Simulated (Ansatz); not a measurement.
BaTiO3:
Space group Amm2 (No. 38); a = 3.9642 Å, b = 5.7157 Å, c = 5.7479 Å, α = β = γ = 90.00°

```
atom  site  symmetry       x       y       z
----  ----  --------  ------  ------  ------
Ba      2a       mm2  0.0000  0.0000  0.9950
Ti      2b       mm2  0.5000  0.5000  0.9795
O       4e       m..  0.5000  0.2431  0.2663
O       2a       mm2  0.0000  0.0000  0.5130
```
(The calculation used a cell of 5 atoms; values per cell refer to that cell.)

Relaxed with r²SCAN. r²SCAN in the plane-wave PAW code Ansatz gives a gap of 2.66 eV.

Q: What gap does HSE06 give on the same cell (Ansatz, PAW)?

A: 3.74 eV, 1.09 eV more. The hybrid was solved on a coarser mesh and at special points; the gap given is the minimum over both.

```tsv
k	v1 r²SCAN	c1 r²SCAN	v1 HSE06	c1 HSE06
Γ	-0.43	2.66	-0.44	3.74
Z	-1.09	3.04	…	…
S	-0.79	2.86	-0.82	3.98
R	-0.05	4.17	…	…
Y	-0.25	4.12	…	…
T	0.00	4.65	…	…
```

Q: Top valence (v1) and lowest conduction level (c1) in eV from each method's valence maximum (which need not be a listed point): supply the withheld HSE06 values.

A: 
- T, v1 HSE06: 0.00
- T, c1 HSE06: 6.01
- R, v1 HSE06: -0.05
- R, c1 HSE06: 5.45
- Y, v1 HSE06: -0.26
- Y, c1 HSE06: 5.41
- Z, v1 HSE06: -1.15
- Z, c1 HSE06: 4.16

Cost on shared cores: the r²SCAN run (SCF on a 7×7×7 mesh, then bands and DOS) roughly 80 core-seconds, the HSE06 run (SCF on 4×4×4, then a few points) about 90 core-seconds (a rough figure); the tasks are unlike.

This is a known low-temperature phase of the composition, computed here at zero pressure and temperature. Symmetry was held in the r²SCAN relaxation. At this level the phase is dynamically unstable (imaginary phonons). The run is not spin-polarised. Scalar-relativistic: spin–orbit coupling is off unless named, which matters more the heavier the elements.

Potentials: the earlier of the program's two PAW sets.
